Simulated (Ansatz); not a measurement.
AlNi$_{2}$: pressure against volume

AlNi$_{2}$, P-3m1, a = 3.975 Å, c = 4.906 Å. The structure is a Materials Project entry; whether it is the stable form wasn't checked. Ansatz: PBEsol, PAW, 420 eV, Γ-centred 12×12×8 mesh on 6 atoms, Gaussian smearing 0.10 eV; no spin polarisation. Shape and atoms are relaxed at each volume; pressure is positive in compression.

```tsv
V (Å³/atom)	P (GPa)
9.846	32.33
10.181	22.13
10.517	13.50
10.853	6.20
11.188	0.00
11.524	?
11.860	-9.70
12.307	-14.58
```

Question: Take V0 = 11.188 Å³/atom, fit the third-order Birch–Murnaghan form to the other rows, and predict the missing pressure.

Answer: With the Eulerian strain f = ½[(V0/V)^(2/3) − 1] and y = P/[3f(1 + 2f)^(5/2)], the form is the line y = B0 + 1.5 B0 (B0′ − 4) f. Rows (f, y): 0.04446, 195.9; 0.03245, 194.3; 0.02105, 192.8; 0.01024, 191.8; -0.01907, 186.9; -0.03079, 185.0. Means f = 0.009723, y = 191.12; Σ(Δf)² = 0.004322, ΣΔfΔy = 0.6271; the slope is their ratio. y = 189.7 + 145.1 f GPa, so B0 = 189.7 GPa and B0′ = 4 + 2 × (145.1)/(3 × 189.7) = 4.51. At V = 11.524, f = -0.00977, y = 188.28 and P = -5.25 GPa. The run gave -5.25 GPa, the same to the digits shown.